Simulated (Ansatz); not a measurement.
TaP:
Space group P-6m2 (No. 187); a = b = 3.2826 Å, c = 3.3170 Å, α = β = 90.00°, γ = 120.00°

```csv
atom,site,symmetry,x,y,z
Ta,1e,-6m2,0.6667,0.3333,0.0000
P,1b,-6m2,0.0000,0.0000,0.5000
```

Relaxed with PBEsol.

Question: Which orbitals make up the states near the Fermi level in the program Ansatz at the PBEsol level (PAW)?

Answer: Within 0.5 eV of the Fermi level: Ta 5d 87 %, P 3p 7 %. Projections are on Löwdin-orthogonalised atomic valence shells; empty p or d shells of many metals are not among them.

Question: Tabulate the density of states.

Answer: States/eV per cell of 2 atoms, in 0.25 eV bins, energy from the Fermi level.

```tsv
E (eV)	total	Ta 5d	P 3p	Ta 6s
-7.85	0.01	0.00	0.00	0.00
-7.60	0.04	0.01	0.02	0.01
-7.35	0.06	0.01	0.03	0.01
-7.10	0.08	0.01	0.04	0.02
-6.85	0.13	0.02	0.07	0.02
-6.60	0.44	0.09	0.25	0.06
-6.35	0.71	0.17	0.40	0.09
-6.10	0.98	0.27	0.53	0.11
-5.85	1.37	0.43	0.74	0.12
-5.60	1.67	0.58	0.90	0.11
-5.35	0.85	0.30	0.45	0.05
-5.10	0.67	0.24	0.35	0.03
-4.85	0.79	0.28	0.43	0.02
-4.60	0.99	0.33	0.57	0.03
-4.35	1.07	0.35	0.63	0.03
-4.10	1.33	0.45	0.78	0.03
-3.85	1.30	0.52	0.69	0.03
-3.60	1.17	0.51	0.59	0.03
-3.35	1.27	0.55	0.64	0.03
-3.10	2.00	0.82	1.10	0.03
-2.85	1.80	0.71	1.01	0.02
-2.60	1.41	0.69	0.66	0.02
-2.35	1.26	0.68	0.52	0.01
-2.10	1.13	0.63	0.46	0.01
-1.85	1.17	0.64	0.50	0.00
-1.60	0.42	0.23	0.18	0.00
-1.35	1.04	0.69	0.26	0.06
-1.10	2.23	1.60	0.39	0.13
-0.85	2.17	1.56	0.38	0.09
-0.60	1.58	1.15	0.24	0.06
-0.35	0.56	0.47	0.06	0.01
-0.10	0.31	0.27	0.02	0.00
0.15	0.23	0.21	0.01	0.00
0.40	0.27	0.25	0.00	0.00
0.65	0.48	0.43	0.02	0.00
0.90	0.77	0.67	0.05	0.01
1.15	0.87	0.75	0.06	0.01
1.40	0.97	0.84	0.07	0.01
1.65	0.84	0.70	0.08	0.00
1.90	0.75	0.59	0.10	0.01
2.15	0.81	0.59	0.12	0.01
2.40	1.09	0.72	0.17	0.04
2.65	1.51	0.96	0.23	0.07
2.90	1.69	1.08	0.28	0.08
3.15	1.68	1.12	0.23	0.09
3.40	1.58	1.10	0.18	0.09
3.65	1.72	1.19	0.22	0.08
3.90	1.55	1.05	0.22	0.06
4.15	2.70	1.62	0.40	0.23
4.40	1.95	1.09	0.33	0.14
4.65	2.07	1.09	0.39	0.14
```

The first step of the workflow began from a Materials Project structure, measured or hypothetical; the Crystallography Open Database copy checked does not list it. COD files the formula under space group No. 141, so this cell is another polymorph or a model. Its standing as an ambient phase is unchecked. The PBEsol relaxation kept the symmetry of its start; of distortions, only those at the zone centre were tested. No spin polarisation was allowed. Scalar-relativistic: spin–orbit coupling is off unless named, which matters more the heavier the elements.

Potentials: the earlier of the program's two PAW sets.
